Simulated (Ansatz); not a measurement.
**Moving the functional in CsLiCr2Te2S3**

Space group P1 (No. 1). a = 6.108 Å, b = 6.358 Å, c = 7.995 Å, α = 101.14°, β = 99.87°, γ = 111.27°
| atom | site | symmetry | x | y | z |
| --- | --- | --- | --- | --- | --- |
| Cs | 1a | 1 | 0.0635 | 0.1018 | 0.9939 |
| Li | 1a | 1 | 0.5703 | 0.5814 | 0.5740 |
| Cr | 1a | 1 | 0.0780 | 0.5014 | 0.5799 |
| Cr | 1a | 1 | 0.4316 | 0.0297 | 0.5372 |
| Te | 1a | 1 | 0.5446 | 0.7673 | 0.2820 |
| Te | 1a | 1 | 0.0114 | 0.6593 | 0.2990 |
| S | 1a | 1 | 0.7780 | 0.3713 | 0.7077 |
| S | 1a | 1 | 0.3940 | 0.8251 | 0.7488 |
| S | 1a | 1 | 0.1961 | 0.2301 | 0.4865 |

The cell comes from a database or a generator and needn't be the stable form of this composition.

Kept alike: task band structure; k mesh 5 × 5 × 4; occupations fermi-dirac, width 0.05 eV; collinear spin, ferromagnetic start. Program: Ansatz, Ansatz PAW. Cutoffs run from 420 to 500 eV. The mesh is that of the run's cell of 9 atoms. No spin-orbit coupling.

| functional | pressure (GPa) | largest site moment (μB) |
| --- | --- | --- |
| LDA | -3.58 | 2.53 |
| PBE | -0.04 | 2.61 |
| PBEsol | -1.92 | 2.59 |
| RPBE | 1.57 | 2.65 |
| r2SCAN | 0.00 | 2.82 |
| revPBE | 1.21 | 2.64 |

Pressure is positive in compression, with a Pulay correction for the finite cutoff. For a metal such a mesh leaves the last digits unconverged. The runs hold the magnetic state that their start led to, which needn't be the lowest. Site moments count inside each atom's sphere or projector. All rows use potentials made for PBE.

**Question.** What does the functional change here?

**Answer.** The pressure runs from -3.58 (LDA) to 1.57 GPa (RPBE). From PBE: LDA -3.54; PBEsol -1.88; RPBE +1.61; r2SCAN +0.04; revPBE +1.25. The largest site moment runs from 2.53 (LDA) to 2.82 μB (r2SCAN). From PBE: LDA -0.08; PBEsol -0.02; RPBE +0.04; r2SCAN +0.21; revPBE +0.03.
